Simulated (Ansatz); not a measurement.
AlRu in space group Cmcm (No. 63; Al on 4c, Ru on 4c) at seven volumes, the program Ansatz at the r²SCAN level (PAW), shape and atoms relaxed at each. One row is withheld.

| V (Å³/atom) | P (GPa) |
|---|---|
| 12.557 | 22.79 |
| 12.971 | 13.92 |
| 13.385 | 6.39 |
| 13.799 | 0.00 |
| 14.213 | -5.43 |
| 14.627 | -10.03 |
| 15.041 | ? |

Question: Fit the shown pressures and predict the withheld one.

Answer: P = (3/2)B₀(x^(7/2) − x^(5/2))[1 + (3/4)(B′ − 4)(x − 1)] with x = (V₀/V)^(2/3). Least squares on the six rows gives V₀ = 13.799 Å³/atom, B₀ = 196 GPa, B′ = 4.43. At V = 15.041, x = 0.9442 and P = -13.96 GPa. The run itself gave -13.92 GPa.

The start of the workflow was typed in or built on a structure type; neither database checked (COD, Materials Project) lists it. COD files the formula under space group No. 221, so this cell is another polymorph or a model. Its standing as an ambient phase is unchecked. Symmetry was held in the r²SCAN relaxation; its stability against distortions is not shown here. No spin polarisation was allowed.

Potentials: the earlier of the program's two PAW sets.
